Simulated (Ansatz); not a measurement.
## Equation of state of Ru from a dense series

```xyz
2
Lattice="2.7058 0.0000 0.0000 -1.3529 2.3433 0.0000 0.0000 0.0000 4.2819" Properties=species:S:1:pos:R:3 pbc="T T T"
Ru    0.0000    1.5622    1.0705
Ru    1.3529    0.7811    3.2114
```

Atom numbers follow the list: Ru1, Ru2.

The cell comes from COD entry 9017842, which wasn't checked; take it as a given geometry.

All numbers below come from DFT, PBEsol, all-electron LAPW, scalar-relativistic (Ansatz 0.2.0).

Numerical set-up: a Γ-centred 14×14×8 k mesh, Fermi–Dirac smearing of 0.03 eV, basis error target 0.5 meV/atom, no spin polarisation.

The cell is scaled evenly. Fractional coordinates are held (clamped ions).

| V (Å³/atom) | P (GPa) |
| --- | --- |
| 12.767 | 16.34 |
| 13.032 | 8.04 |
| 13.167 | 4.14 |
| 13.303 | 0.46 |
| 13.439 | -3.01 |
| 13.575 | -6.27 |
| 13.710 | -9.35 |
| 13.846 | -12.25 |
| 13.982 | -14.98 |
| 14.118 | -17.55 |
| 14.389 | -22.25 |

Question: Fit a third-order Birch–Murnaghan curve to the pressures.

Answer: P = (3B0/2)(y^(7/2) − y^(5/2))[1 + (3/4)(B0′ − 4)(y − 1)] with y = (V0/V)^(2/3) fits within 0.01 GPa for V0 = 13.321 Å³/atom, B0 = 347.5 GPa and B0′ = 4.84.

Question: Predict the pressure at the withheld volume, 12.760 Å³/atom.

Answer: There y = 1.0291, so the fit gives 16.57 GPa; the run gave 16.56 GPa.
